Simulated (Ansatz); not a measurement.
YNi2B2C: experiment and calculation

**The experiment to reproduce.**

From “Electron-momentum dependence of electron-phonon coupling underlies dramatic phonon renormalization in YNi2B2C”, 2022, pmc:8752669, for a bulk crystal of YNi2B2C: lattice constant a 3.51 Å; lattice constant c 10.53 Å.

How close the calculation comes is told below.

Theory: Ansatz 0.2.0, DFT r2SCAN, scalar-relativistic, plane waves, PAW.

Settings: cutoff 500 eV, Γ-centred mesh 14×14×14 on the computed 6-atom cell, Gaussian smearing of 0.10 eV; no spin polarisation.

Relaxed structure, symmetry kept:

```cif
data_structure
_symmetry_space_group_name_H-M 'I4/mmm'
_symmetry_Int_Tables_number 139
_cell_length_a 3.5177
_cell_length_b 3.5177
_cell_length_c 10.4145
_cell_angle_alpha 90.000
_cell_angle_beta 90.000
_cell_angle_gamma 90.000
_cell_volume 128.87
loop_
_atom_site_label
_atom_site_type_symbol
_atom_site_symmetry_multiplicity
_atom_site_Wyckoff_symbol
_atom_site_fract_x
_atom_site_fract_y
_atom_site_fract_z
_atom_site_occupancy
Y1 Y 2 b 0.50000 0.50000 0.00000 1
Ni1 Ni 4 d 0.00000 0.50000 0.25000 1
B1 B 4 e 0.00000 0.00000 0.14331 1
C1 C 2 a 0.00000 0.00000 0.00000 1
```

- Space group: I4/mmm (No. 139)
- Volume per atom: 10.74 Å³
- Generalised Kohn–Sham band gap: none (metal)
- Density of states at the Fermi level: 3.88 states/eV per cell
- Löwdin character within 0.5 eV of the Fermi level: Ni 3d 43 %, Y 4d 19 %, B 2p 19 %, B 2s 7 %, unprojected 4 %
- Bulk modulus: 194 GPa
- Its pressure derivative: 4.3
- Bader charges (e): Y (1 in the cell) 1.85, Ni (2 in the cell) -0.14, B (2 in the cell) 0.47, C (1 in the cell) -2.52

Spin polarisation was left out, and a magnetic state may lie lower.

A ferromagnetic start lost its moments in a first run, so spin was left out; other magnetic orders weren't tried.

Measured lattice constant a of YNi2B2C: 3.51 Å (quoted in the paper above). This calculation gives 3.518 Å (+0.2 %). The measured value has few digits, which limits the comparison. Measured lattice constant c of YNi2B2C: 10.53 Å (quoted in the paper above). This calculation gives 10.414 Å (-1.1 %). The calculation is for 0 K without zero-point motion. The calculated magnetic order may not be the real one, and cell, gap and energy hang on it, so these differences aren't the functional's alone.

Cost: 6 runs of about 42 core-minutes in all, on Arm Neoverse V1 (shared hosts).